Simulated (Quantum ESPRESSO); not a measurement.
pw.x input (Quantum ESPRESSO 7.5; LDA, PseudoDojo standard norm-conserving files, scalar-relativistic):

```
&CONTROL
  calculation = 'scf'
  pseudo_dir = './pseudo'
  outdir = './out'
  tprnfor = .true.
  tstress = .true.
/
&SYSTEM
  ibrav = 0
  nat = 3
  ntyp = 1
  ecutwfc = 84.0
  ecutrho = 336.0
  occupations = 'smearing'
  smearing = 'fd'
  degauss = 0.005
  nbnd = 22
/
&ELECTRONS
  conv_thr = 3e-10
/
ATOMIC_SPECIES
Ti 47.8670 Ti.upf
CELL_PARAMETERS angstrom
  4.567369806000   0.000000000000   0.000000000000
 -2.283684903000   3.955458280000   0.000000000000
  0.000000000000   0.000000000000   2.826240000000
ATOMIC_POSITIONS crystal
Ti   0.000000000000   0.000000000000   0.000000000000
Ti   0.333333333000   0.666666667000   0.500000000000
Ti   0.666666667000   0.333333333000   0.500000000000
K_POINTS automatic
12 12 16 0 0 0
```

End of the output:

```
     total energy              =    -356.07437138 Ry
     estimated scf accuracy    <       0.00000003 Ry
     total energy              =    -356.07437139 Ry
     estimated scf accuracy    <          1.8E-09 Ry
     total energy              =    -356.07437139 Ry
     estimated scf accuracy    <          3.0E-10 Ry
[...]
     the Fermi energy is    13.2850 ev
!    total energy              =    -356.07437139 Ry
     estimated scf accuracy    <          6.3E-11 Ry
     smearing contrib. (-TS)   =      -0.00341888 Ry
     internal energy E=F+TS    =    -356.07095251 Ry
     The total energy is F=E-TS. E is the sum of the following terms:
     one-electron contribution =    -120.17342053 Ry
     hartree contribution      =      72.11679426 Ry
     xc contribution           =     -51.78949837 Ry
     ewald contribution        =    -256.22482786 Ry
     convergence has been achieved in  16 iterations
     Forces acting on atoms (cartesian axes, Ry/au):
     atom    1 type  1   force =     0.00000000    0.00000000   -0.00000000
     atom    2 type  1   force =     0.00000000   -0.00000000    0.00000000
     atom    3 type  1   force =     0.00000000    0.00000000    0.00000000
     Total force =     0.000000     Total SCF correction =     0.000000
     Computing stress (Cartesian axis) and pressure
          total   stress  (Ry/bohr**3)                   (kbar)     P=      -79.66
  -0.00055414   0.00000000  -0.00000000          -81.52        0.00       -0.00
   0.00000000  -0.00055414   0.00000000            0.00      -81.52        0.00
  -0.00000000   0.00000000  -0.00051621           -0.00        0.00      -75.94
```

Geometry of the Materials Project entry, not relaxed at this level.
